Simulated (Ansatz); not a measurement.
# HfSiO₄, first-principles data

HfSiO$_{4}$:
```yaml
crystal:
  lattice:
    - [-3.29168, 3.29168, 2.98348]
    - [3.29168, -3.29168, 2.98348]
    - [3.29168, 3.29168, -2.98348]
  atoms:
    - { symbol: Hf, position: [0.00000, 0.00000, 0.00000] }
    - { symbol: Hf, position: [0.75000, 0.25000, 0.50000] }
    - { symbol: Si, position: [0.25000, 0.75000, 0.50000] }
    - { symbol: Si, position: [0.50000, 0.50000, 0.00000] }
    - { symbol: O, position: [0.13331, 0.31810, 0.81522] }
    - { symbol: O, position: [0.06810, 0.75288, 0.68478] }
    - { symbol: O, position: [0.50288, 0.31810, 0.18478] }
    - { symbol: O, position: [0.06810, 0.38331, 0.31522] }
    - { symbol: O, position: [0.61669, 0.93190, 0.68478] }
    - { symbol: O, position: [0.68190, 0.86669, 0.18478] }
    - { symbol: O, position: [0.24712, 0.93190, 0.31522] }
    - { symbol: O, position: [0.68190, 0.49712, 0.81522] }
```

Space group I4_1/amd (No. 141); conventional cell a = 6.5834 Å, b = 6.5834 Å, c = 5.9670 Å, α = 90.00°, β = 90.00°, γ = 90.00°.

Method: the program Ansatz at the PBEsol level (PAW). The cell and atoms are relaxed at this level. Other levels are named where they apply.

### Cell and energy

```
Property                                                      Result
-----------------------------------------------------  -------------
Volume per atom                                             10.78 Å³
Density                                                   6.95 g/cm³
Formation energy from the elements (no fitted shifts)  -3.20 eV/atom
```

### Electronic structure

```
Item                                                                                                                              Result
--------------------------------------------  ------------------------------------------------------------------------------------------
Band gap                                                                                                              5.37 eV (indirect)
Valence-band maximum                                                                             on the Γ–Z line, 14 % of the way from Γ
Conduction-band minimum                       off the standard path, at k = (0.250, 0.255, 0.188) in fractions of the reciprocal vectors
Smallest direct gap on the standard path                                                                                         5.73 eV
Hole effective mass with spin–orbit coupling                                                         1.7, 1.7, 8.8 mₑ (principal values)
HSE06 gap on the PBEsol cell                                                                                                     7.29 eV
Gap with spin–orbit coupling                                                                                                     5.37 eV
```

### Mechanics

```
Item                                                                                                      Result
--------------------------------------------  ------------------------------------------------------------------
Bulk modulus (Birch–Murnaghan fit)                                                                       224 GPa
Pressure derivative B′                                                                                       5.0
Elastic constants (relaxed ions, GPa)         C11 = 428, C12 = 69.4, C13 = 151, C33 = 484, C44 = 109, C66 = 49.6
Mechanical stability                                                      stable (all eigenvalues of C positive)
Hill bulk and shear moduli                                                                       229 and 108 GPa
Young's modulus                                                                                          280 GPa
Poisson's ratio                                                                                             0.30
Debye temperature from the elastic constants                                                               593 K
```

### Dielectric response

```
Quantity                                                          Value
----------------------------------------  -----------------------------
Electronic dielectric constant ε∞ (DFPT)      3.92 (xx = yy), 4.16 (zz)
Born charges (a third of the trace)       Hf +5.07, Si +3.56, O -2.16 e
```

Symmetry was held in the PBEsol relaxation. The run is not spin-polarised. The references are the lowest solids computed at this level, not always the standard phases (solids in place of the gases). Scalar-relativistic: spin–orbit coupling is off unless named, which matters more the heavier the elements.

Potentials: the earlier of the program's two PAW sets. The files were generated under PBE; for other functionals the program regenerates the frozen cores, and for LDA and PBEsol the local potential too.
